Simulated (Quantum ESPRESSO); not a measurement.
Kohn-Sham bands of BaNaH6Ir (F-43m)

```xyz
9
Lattice="0.0000 3.9226 3.9226 3.9226 0.0000 3.9226 3.9226 3.9226 0.0000" Properties=species:S:1:pos:R:3 pbc="T T T"
Na    -1.9613    -1.9613    -1.9613
Ba     1.9613     1.9613     1.9613
H      1.6869     0.0000     0.0000
H      0.0000     0.0000    -1.6869
H     -1.6869     0.0000     0.0000
H      0.0000     0.0000     1.6869
H      0.0000     1.6869     0.0000
H      0.0000    -1.6869     0.0000
Ir     0.0000     0.0000     0.0000
```

Materials Project entry mp-1182061; symmetrised, unrelaxed at this level. Not found in the COD (Crystallography Open Database) copy used; not checked further. Level: LDA, no spin polarisation, no spin-orbit coupling; pw.x of Quantum ESPRESSO at 71 Ry with PseudoDojo potentials, 4×4×4 k-points, Wannier90. Density: 8×8×8 mesh, cold smearing 0.01 Ry. Spin-orbit coupling is left out although heavy elements are present.

### Question
List the Kohn-Sham levels between −8 and 6.0 eV relative to the valence-band maximum at the high-symmetry points, as a band run of pw.x on that density gives them (levels within 2 meV counted together).

### Answer
```csv
point,k (reciprocal lattice),levels (eV)
Γ,0.000 0.000 0.000,"-5.51, -3.63 (×2), -1.11 (×3), 0.00 (×3), 4.29, 5.17 (×2)"
X,-0.500 -0.500 0.000,"-4.41, -3.78, -3.49, -1.81, -0.61 (×2), -0.33, -0.03 (×2), 3.00, 5.23, 5.45"
U,-0.375 -0.375 0.250,"-4.42, -3.74, -3.55, -1.56, -1.14, -0.58, -0.14, -0.04 (×2), 3.39, 5.23, 5.39, 5.69"
K,-0.375 0.000 0.375,"-4.42, -3.74, -3.55, -1.56, -1.14, -0.58, -0.14, -0.04 (×2), 3.39, 5.23, 5.39, 5.69"
L,0.000 0.000 0.500,"-4.70, -3.64 (×2), -1.83, -0.63 (×2), -0.23, -0.06 (×2), 4.76 (×2), 5.13, 5.60, 5.87 (×2)"
W,-0.500 -0.250 0.250,"-4.38, -3.74, -3.55, -1.36, -1.33, -0.67, -0.12, -0.04, -0.02, 3.48, 5.13, 5.44, 5.49"
```
